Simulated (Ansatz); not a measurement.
Ga2O3:
```
CELL_PARAMETERS angstrom
      6.06758     1.50788     0.00000
     -6.06758     1.50788     0.00000
     -1.36652     0.00000     5.58648
ATOMIC_POSITIONS crystal
  Ga 0.90931 0.09069 0.70495
  Ga 0.09069 0.90931 0.29505
  Ga 0.65889 0.34111 0.81429
  Ga 0.34111 0.65889 0.18571
  O  0.82692 0.17308 0.93780
  O  0.17308 0.82692 0.06220
  O  0.83432 0.16568 0.39066
  O  0.16568 0.83432 0.60934
  O  0.49643 0.50357 0.75580
  O  0.50357 0.49643 0.24420
```

Relaxed with LDA.

Task: Decompose the optical modes at the zone centre into irreducible representations, and say which are infrared and Raman allowed.

Result: Point group 2/m: Γ_opt = 10Ag + 4Au + 5Bg + 8Bu. Infrared: Au, Bu. Raman: Ag, Bg.

Task: Assign frequencies (DFPT, DFT-LDA in the program Ansatz with PAW potentials; without the LO–TO term).

Result: Ag 108, Bg 110, Bg 147, Au 151, Ag 165, Ag 193, Bu 195, Bu 253, Bu 277, Au 303, Ag 318, Ag 348, Bu 354, Bg 354, Ag 394, Bu 429, Au 453, Ag 466, Bg 478, Bu 574, Ag 627, Bg 652, Ag 656, Au 662, Bu 685, Bu 738, Ag 758 cm⁻¹.

Subscripts of B labels follow the axes of the standard setting.

Space group C2/m. The LDA relaxation kept the symmetry of its start; of distortions, only those at the zone centre were tested.

Potentials: the later of the program's two PAW sets.
